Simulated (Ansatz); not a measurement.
The start is a relaxed Mo cell, doubled along one cell vector, shaken by Gaussian noise of σ = 0.08 Å a coordinate. A full variable-cell relaxation at zero pressure is run with r2SCAN (plane waves to 500 eV, PAW, scalar-relativistic; Ansatz, a quantum-chemistry and plane-wave program). The first steps use a coarse 13×7×4 k-mesh.

Starting cell:
```
Mo
1.0
    2.75082     0.00000     0.00000
   -2.75082     4.76455     0.00000
    0.00000     0.00000     9.72538
Mo
8
Direct
  0.99819   0.01176   0.99795
  0.00755   0.49128   0.00225
  0.98204   0.98026   0.49627
  0.01939   0.49737   0.50584
  0.33279   0.32950   0.24918
  0.35185   0.83594   0.24460
  0.69809   0.16409   0.75739
  0.70297   0.67215   0.76555
```

- Largest initial force: 1.36 eV/Å, on Mo7 (atoms numbered as listed)
- Energy released: 0.51 eV/atom
- Volume change: -1.8 %, from 15.93 to 15.64 Å³/atom
- Relative to the parent: It does not go back: it reaches Im-3m (No. 229), bcc (W type), 0.48 eV/atom below the parent
- Shortest distances (start → end): The closest pairs of elements (up to four, under 3.6 Å), start → end: Mo–Mo 2.63 → 2.73 Å
- Band gap at the end: zero (metallic)
- Optimiser moves: 13

The end point of the relaxation:

```cif
data_Mo2
_chemical_formula_sum 'Mo2'
_space_group_name_H-M_alt 'Im-3m'
_space_group_IT_number 229
_space_group_name_Hall '-I 4 2 3'
_cell_length_a 3.15086
_cell_length_b 3.15086
_cell_length_c 3.15086
_cell_angle_alpha 90.000
_cell_angle_beta 90.000
_cell_angle_gamma 90.000
loop_
_atom_site_label
_atom_site_type_symbol
_atom_site_symmetry_multiplicity
_atom_site_Wyckoff_symbol
_atom_site_fract_x
_atom_site_fract_y
_atom_site_fract_z
_atom_site_occupancy
Mo1 Mo 2 a 0.00000 0.00000 0.00000 1
```
(The calculation used a cell of 1 atom; values per cell refer to that cell.)

Final values are on a 21×21×21 k-mesh of the relaxed cell. No spin polarisation in the result.

Of the parent cell (P6₃/mmc (No. 194)): it is a generated cell of Mo: the first start was made by placing the elements on the sites of a structure type, and the end was not matched to a known phase here, so it may be hypothetical. Known forms of Mo include space group No. 229.
